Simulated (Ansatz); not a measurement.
**LuZn: computed property card**

LuZn:
Space group Pm-3m (No. 221); a = b = c = 3.460 Å, α = β = γ = 90.00°

| atom | site | symmetry | x | y | z |
|---|---|---|---|---|---|
| Lu | 1a | m-3m | 0.0000 | 0.0000 | 0.0000 |
| Zn | 1b | m-3m | 0.5000 | 0.5000 | 0.5000 |

Space group Pm-3m (No. 221), CsCl type; conventional cell a = b = c = 3.4598 Å, α = β = γ = 90.00°.

Method: the program Ansatz at the r²SCAN level (PAW). Structure relaxed to zero pressure with the same functional. Other levels are named where they apply.

Cell and energy:

```yaml
volume_per_atom: 20.71 Å³
density: 9.64 g/cm³
Formation energy from the elements (no fitted shifts): -0.39 eV/atom
```

Electronic structure:

```yaml
electronic_character: metallic (no gap)
Density of states at the Fermi level: 0.63 states/eV per atom (mean over ±0.08 eV)
Gap with spin–orbit coupling: none (metallic)
```

Mechanics:

```yaml
Bulk modulus (Birch–Murnaghan fit): 74.3 GPa
Pressure derivative B′: 4.1
```

Charges:

```yaml
bader_charges: Lu +1.41, Zn -1.41 e
```

The workflow started from an entry of the Crystallography Open Database (COD). Its standing as an ambient phase is unchecked. The r²SCAN relaxation kept the symmetry of its start; its stability against distortions is not shown here. The references are the lowest solids computed at this level, not always the standard phases. Scalar-relativistic: spin–orbit coupling is off unless named, which matters more the heavier the elements.

Potentials: the later of the program's two PAW sets.
